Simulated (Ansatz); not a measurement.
The calculation used DFT PBE, scalar-relativistic, plane waves, PAW in Ansatz 0.2.0. All cells share a 420 eV cutoff and Γ-centred k meshes spaced at most about 0.3 Å⁻¹ (about 0.25 or finer for metals, 2π included). No spin polarisation in the final relaxations.

These are static total energies at zero pressure.

Two relaxed structures of Ti₃Se:

A.

```yaml
crystal:
  lattice:
    - [3.35671, 0.00000, 0.00000]
    - [0.00000, 3.35671, 0.00000]
    - [0.00000, 0.00000, 5.80068]
  atoms:
    - { symbol: Ti, position: [0.50000, 0.50000, 0.26050] }
    - { symbol: Ti, position: [0.50000, 0.50000, 0.73950] }
    - { symbol: Ti, position: [0.00000, 0.00000, 0.00000] }
    - { symbol: Se, position: [0.00000, 0.00000, 0.50000] }
```

B.

```yaml
crystal:
  lattice:
    - [5.20707, 0.00000, 0.00000]
    - [-2.60354, 4.50946, 0.00000]
    - [0.00000, 0.00000, 2.98464]
  atoms:
    - { symbol: Ti, position: [0.50000, 0.00000, 0.50000] }
    - { symbol: Ti, position: [0.00000, 0.50000, 0.50000] }
    - { symbol: Ti, position: [0.50000, 0.50000, 0.50000] }
    - { symbol: Se, position: [0.00000, 0.00000, 0.00000] }
```

Task: Which form is favoured at zero pressure, and by what margin per atom?

Result: A is lower, by 0.67 eV/atom. A has space group P4/mmm (No. 123), 16.3 Å³/atom and no gap on its mesh; B has space group P6/mmm (No. 191), 17.5 Å³/atom and no gap. Counting Ti atoms around Se (those within 1.25 times the shortest such distance or 1.15 times the sum of covalent radii), A has Se 10 and B has Se 12. The denser one is the lower, and pressure would at first widen the difference. In A, Ti on a site of symmetry 4mm is surrounded by 4 Se at 2.75 Å, 5 Ti at 2.78–2.81 Å, 1 Ti at 3.02 Å and 4 Ti at 3.36 Å; Ti on a site of symmetry 4/mmm has 8 Ti at 2.81 Å, 2 Se at 2.90 Å and 4 Ti at 3.36 Å; Se is surrounded by 10 Ti at 2.75–2.90 Å and 4 Se at 3.36 Å. In B, Ti is surrounded by 4 Ti at 2.60 Å, 2 Ti at 2.98 Å and 4 Se at 3.00 Å; Se is surrounded by 2 Se at 2.98 Å and 12 Ti at 3.00 Å. Both come from invented guesses.

Cells relaxed within their symmetry can be saddle points.
